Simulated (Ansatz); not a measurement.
**All-electron DFT: Si₃I**

Cell: Si₃I placed on the sites of the Cu3Au structure (a generated, not necessarily known, phase), then sheared and rattled, expanded.

PBE on all-electron PAW with datasets made for this cell: scalar-relativistic, cores by Dirac's equation, point nuclei (Ansatz). k-points 2×2×2 (shift 0.5, 0.5, 0.5 mesh steps), Fermi–Dirac smearing of 0.15 eV. The mesh is coarse, so the numbers hold for this sampling and aren't converged over the zone. In metals such a mesh can move stress, forces and moments by their own size. Spin-restricted. The cell's electron count is odd, so a run with spin could end lower. Atoms are numbered as listed.

Extended XYZ with forces in eV/Å (pressure in GPa):

```xyz
4
Lattice="4.4606 -0.1653 0.0114 -0.1653 4.6134 -0.1191 0.0114 -0.1191 4.8303" Properties=species:S:1:pos:R:3:forces:R:3 pbc="T T T" pressure=-2.74
I     1.3221    0.5818    1.2730    0.0561    0.6494   -0.4575
Si    1.6674    3.0236    3.1369    0.4653   -0.4672   -0.3410
Si    3.8707    0.8735    3.3812    0.0761    0.5397   -0.0166
Si    3.5645    2.9471    1.3805   -0.5975   -0.7218    0.8151
```

Stress (GPa; xx, yy, zz, yz, xz, xy; compression positive): -6.98, -1.19, -0.06, -0.01, 0.78, -1.56.

**Si3I: forces and stress of a distorted cell**

Cell: model Si3I in the Cu3Au structure, strained and with atoms displaced, one atom being moved towards a neighbour.

Same method, mesh 2×2×2 with shift 0.5, 0.5, 0.5. The run is spin-unpolarised. The cell's electron count is odd, so a run with spin could end lower.

Lattice vectors (Å):
```
 4.4733 -0.0032  0.0791
-0.0032  4.3491 -0.1368
 0.0791 -0.1368  4.4330
```

```csv
atom,x,y,z (fractional)
I1,0.7145,0.5734,0.5597
Si2,0.6829,0.1664,0.0773
Si3,0.1551,0.6331,0.0536
Si4,0.2558,0.1158,0.5757
```

**Question.** Predict the output of the run.

**Answer.** 
```
atom  Fx (eV/Å)  Fy (eV/Å)  Fz (eV/Å)
  I1      0.334      0.317      0.135
 Si2     -0.252      0.126      0.006
 Si3     -0.556     -0.346     -0.172
 Si4      0.474     -0.097      0.031
```

Stress tensor (GPa, compression positive):
```
 1.34 -0.86 -0.15
-0.86 -6.21 -1.83
-0.15 -1.83  7.59
```

The pressure is 0.91 GPa and the largest force is 0.677 eV/Å.
